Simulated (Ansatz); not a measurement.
A relaxed cell of Lu$_{2}$Be against its rivals

Atoms and cell were relaxed at zero pressure (12.8 % in volume from the start). The relaxed cell:

```
Lu Be
1.0
     0.00000    3.35023    0.00000
     3.35023    0.00000    0.00000
     1.67511    1.67511   -5.87931
Lu Be
2 1
Direct
  0.36262 0.36262 0.27477
  0.63738 0.63738 0.72523
  0.00000 0.00000 0.00000
```

Space group I4/mmm (No. 139); conventional cell a = 3.350 Å, b = 3.350 Å, c = 11.759 Å, α = 90.00°, β = 90.00°, γ = 90.00°.

All energies were calculated with Ansatz 0.2.0 (PBE; 420 eV; 9×9×9 Γ-centred mesh; fermi-dirac occupations of width 0.100 eV). Spin: none; no U, no spin-orbit coupling.

Problem. What is its formation energy?

Solution. 0.065 eV an atom at 0 K against the elements' lowest computed crystals and the free molecules of gases, with no empirical correction.

Problem. Does it lie on the convex hull?

Solution. Among the phases that we computed and relaxed alike, the lowest mixture with other formulas is 64 % Lu + 36 % LuBe13 (shares of atoms). The cell lies 129 meV an atom above it, so it would gain by splitting into them.

The start was: a known structure type with other elements put in, at an estimated volume. An invented cell need not be a known compound.

Caveats: differences under 20 meV an atom lie within the error of meshes and cutoff; the relaxation keeps the start's symmetry, so a distorted cell may lie lower.
